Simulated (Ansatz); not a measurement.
KBr (rock salt), relaxed and computed with several functionals in Ansatz (plane waves, PAW).

| functional | a (Å) | gap (eV) | B₀ by P(V) fit (GPa) |
|---|---|---|---|
| PBE | 6.706 | 4.31 | 13.5 |
| LDA | 6.372 | 4.32 | 20.3 |
| r²SCAN | ? | ? | ? |
| HSE06 | 6.666 | 5.52 | 14.2 |

### Question
Some entries are withheld; supply them.

### Answer

- r²SCAN, a (Å): 6.609
- r²SCAN, gap (eV): 5.07
- r²SCAN, B₀ by P(V) fit (GPa): 15.9

All cells were relaxed under the symmetry of their starts (and spin orders); stability against distortions was not tested throughout. Scalar-relativistic: spin–orbit coupling is off unless named, which matters more the heavier the elements.

Potentials: the later of the program's two PAW sets.

Ansatz (a quantum-chemistry and plane-wave program) is a plane-wave DFT program.
